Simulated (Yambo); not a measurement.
Optical response of SrCl₂ at -0.7 % isotropic strain

```
CELL_PARAMETERS angstrom
      0.00000     3.42886     3.42886
      3.42886     0.00000     3.42886
      3.42886     3.42886     0.00000
ATOMIC_POSITIONS crystal
  Cl 0.75000 0.75000 0.75000
  Cl 0.25000 0.25000 0.25000
  Sr 0.00000 0.00000 0.00000
```

Yambo, RPA with local fields on PBEsol bands shifted by a G0W0 scissor of 2.73 eV; 8×8×8 mesh, 61 bands, 4 Ry local-field block, 0.2 eV broadening; field along x.

```
E (eV)  Im ε  Re ε  Im ε, independent particles
------  ----  ----  ---------------------------
0.0     0.00  2.50                         0.00
0.5     0.00  2.51                         0.00
1.0     0.00  2.51                         0.00
1.5     0.01  2.52                         0.01
2.0     0.01  2.54                         0.01
2.5     0.01  2.56                         0.01
3.0     0.01  2.59                         0.02
3.5     0.02  2.63                         0.02
4.0     0.02  2.67                         0.03
4.5     0.02  2.73                         0.03
5.0     0.03  2.79                         0.04
5.5     0.04  2.87                         0.05
6.0     0.05  2.97                         0.06
6.5     0.06  3.10                         0.08
7.0     0.08  3.27                         0.10
7.5     0.11  3.50                         0.15
8.0     0.18  3.84                         0.24
8.5     0.43  4.37                         0.53
9.0     1.22  4.74                         1.52
9.5     1.77  5.01                         2.44
10.0    3.50  5.15                         5.14
10.5    4.95  3.13                         6.74
11.0    4.40  1.73                         5.65
11.5    3.42  0.78                         4.01
12.0    2.62  1.15                         3.43
12.5    3.00  1.09                         4.16
13.0    2.80  0.20                         3.12
13.5    1.96  0.30                         2.41
14.0    1.62  0.54                         2.19
14.5    1.77  0.71                         2.59
15.0    1.65  0.56                         2.50
15.5    1.45  0.59                         2.24
16.0    1.56  0.50                         2.10
16.5    1.15  0.43                         1.62
17.0    1.21  0.66                         1.85
17.5    1.10  0.72                         1.77
18.0    1.12  0.76                         1.68
18.5    1.05  0.72                         1.33
19.0    1.26  0.84                         1.08
19.5    1.29  0.51                         0.78
20.0    0.98  0.47                         0.66
```

Structure narrower than a few tenths of an eV can come from the finite k mesh. Convergence of the RPA response with its 8×8×8 mesh was not tested. The scissor comes from a G0W0 run whose convergence isn't established. No excitonic effects at this level.

Geometry strained from the cell relaxed with PBEsol, atoms relaxed again.
